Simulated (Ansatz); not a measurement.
MgSe (rock salt, Fm-3m), the program Ansatz at the LDA level (PAW). The conduction-band minimum lies at X, with 3 equivalent valleys. Second derivatives d²E/dk² of the lowest band at one valley (eV·Å²), along Cartesian directions:

```csv
direction,d²E/dk²
[100],15.67
[010],33.00
[001],33.00
[110],24.34
[101],24.34
[011],32.96
```

Problem. Find the principal effective masses, the density-of-states mass and the conductivity mass.

Solution. Off-diagonal terms follow from H_xy = H[110] − (H_xx + H_yy)/2, and m*/mₑ = 7.620 eV·Å² over each eigenvalue: 0.23, 0.23, 0.49. One valley's DOS mass (m₁m₂m₃)^(1/3) = 0.30, conductivity mass 3/(Σ 1/mᵢ) = 0.28 mₑ.

Problem. What effective density of states Nc follows at 300 K for parabolic valleys?

Solution. Nc = 2.509e19 × 3 × (0.30)^(3/2) ≈ 1.2e19 cm⁻³.

The cell was relaxed with LDA under the symmetry of its start. Spin–orbit coupling is left out wherever it is not named.

Potentials: the later of the program's two PAW sets.

Edges and masses are those of Kohn–Sham bands, whose gap is no quasiparticle gap.
